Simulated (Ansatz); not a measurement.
An Ansatz (a first-principles code) run. Input:

Ansatz 0.2 input:
```yaml
crystal:
  lattice:
    - [3.242813445, 1.3681450731, 0.0]
    - [-3.242813445, 1.3681450731, 0.0]
    - [-3.094396099, 0.0, 5.2081264502]
  atoms:
    - { symbol: Na, position: [0.0, 0.0, 0.5] }
    - { symbol: Cu, position: [0.0, 0.0, 0.0] }
    - { symbol: O, position: [0.5746294717, 0.4253705283, 0.228799158] }
    - { symbol: O, position: [0.4253705283, 0.5746294717, 0.771200842] }
kpoints:
  mp_grid: { grid: [11, 11, 6] }
basis: { xc_grid: 2, fft_grid_basis: typed }
hamiltonian:
  xc: pbesol
  pseudopotentials: { kind: paw }
scf:
  occupations: { method: fixed }
checkpoint: { read: static.run }
output: { write_density: true, elf: true, volumetric_format: npy }
```

Output (shortened):

```
Pseudopotential: Na, paw, valence charge 9
Pseudopotential: Cu, paw, valence charge 19
Pseudopotential: O, paw, valence charge 6
Functional definition: PBEsol
Crystal: 4 atoms, lattice volume = 46.213 Å³
Basis set: ecut = 420 eV, 899 PW (Γ), exchange–correlation on 48×48×90 points (8 copies of the dense FFT grid, shifted against one another)
Bands: 24, of which v1, the nominal top of the filled ones, is band 20 counted from 1 (19 counted from 0)
Symmetry: 4 space group operations
Space group: C2/m (ITA 12), of the structure as read, at distance tolerance 3.6e-5 Å
k-points: 204 of 726
Stability of the state it starts from, as read at its close in the unpolarized treatment …
iter 1 solved again at ethr=2.37e-7 eV; its pass at ethr=3.10e-3 eV (dr2=9.48e-5 eV) is discarded
SCF iter   1: F=—  HF=-9185.269852 eV  |F-HF|=—  |Δ(HF+E_count)|=         —  Δρ=1.07e-6  dr2=2.68e-10  ethr=2.37e-7  ⟨swp⟩=3.0  Hψ=30238  notcnv=0  defer=408
preconditioner: auto → Resta (q_TF=auto, 2.663 Å⁻¹)
SCF iter   2: F=-9185.269852 eV  HF=-9185.269852 eV  |F-HF|=4.66e-10  |Δ(HF+E_count)|=   3.40e-8  Δρ=1.14e-6  dr2=3.42e-10  ethr=1.00e-12  ⟨swp⟩=7.5  Hψ=21456  notcnv=0
SCF 1 converged in 2 iterations: F = -9185.269852 eV  dr2 = 3.42e-10
SCF converged after 2 iterations
Free energy (F): -9185.269852 eV
Harris-Foulkes:  -9185.269852 eV  (|F-HF|=4.66e-10)
Internal energy: -9185.269852 eV  (E = F + TS)
E sigma→0 (E₀):  -9185.269852 eV
Fermi energy:    6.676464 eV
--- Per-component energies (eV) ---
  E_band       = -733.431869
  E_kinetic    = 765.860977
  E_local      = -7334.693859  (includes V_loc(G=0)·N_el)
  E_nonlocal   = 593.724297
  E_hartree    = 3065.068167
  E_xc         = -273.131435
  E_vxc        = -352.002304  (∫ρ·V_xc dr)
  E_paw        = -2171.899452  (= ΣΔE_a)
  E_vpaw       = -536.460481  (= ΣTr[D̂ρ^β])
  E_aug_tail   = 0.004983  (compensation charges beyond the density's cutoff)
  E_ewald      = -3830.535001
  E_core_change = 0.331472  (= ΣΔE_core)
  E_smearing   =  0.000000  (= −TS)
  E_closure    =  0.000000  (closes the sum)
  Σ components = -9185.269852   (vs F -9185.269852, Δ=0.00e0)
  [band-id]    e_kinetic+e_local+e_nonlocal+2·e_hartree+e_vxc+e_vpaw+e_augmentation_tail = -733.430054   (vs E_band -733.431869, Δ=1.81e-3)
--- Band table (eV; the first three rows and the last of 204) ---
  k-point 0: bands = ["-105.9954", "-63.8544", "-63.8253", "-62.7611", "-42.6915", "-14.8394", "-14.7264", "-14.6847", "-11.6021", "-10.0884", "0.4469", "1.1655", "3.1262", "3.9491", "4.3377", "4.7487", "4.7542", "5.1462", "5.6342", "6.6066", "8.5486", …
  k-point 1: bands = ["-105.9954", "-63.8544", "-63.8253", "-62.7611", "-42.6915", "-14.8441", "-14.7264", "-14.6847", "-11.5511", "-10.1517", "0.5774", "1.1705", "3.1334", "3.9525", "4.3377", "4.6524", "4.7854", "5.1231", "5.4135", "6.6294", "8.5742", …
  k-point 2: bands = ["-105.9954", "-63.8544", "-63.8253", "-62.7611", "-42.6915", "-14.8533", "-14.7265", "-14.6847", "-11.4338", "-10.2932", "0.8711", "1.1806", "3.1522", "3.9673", "4.3378", "4.3894", "4.7801", "5.0776", "5.1103", "6.6626", "8.6248", …
  k-point 203: bands = ["-105.9954", "-63.8545", "-63.8252", "-62.7621", "-42.6879", "-14.8797", "-14.7682", "-14.6909", "-11.3008", "-10.0865", "0.8462", "1.1533", "2.4888", "2.7605", "4.3216", "4.4271", "4.9970", "5.0121", "5.5018", "6.3286", "8.5726", …
```

Cost: about 8 core-seconds (a rough figure) on shared cores.

The workflow started from a Materials Project entry (that database holds measured and hypothetical structures alike); the Crystallography Open Database files this formula in space group No. 12, but the cells were not matched. Whether it is the stable phase at ambient conditions was not checked. The PBEsol relaxation kept the symmetry of its start; whether a distortion lowers the energy is not shown. The run is not spin-polarised. No Hubbard U is applied.

Potentials: the later of the program's two PAW sets.

Ansatz is a plane-wave DFT program.
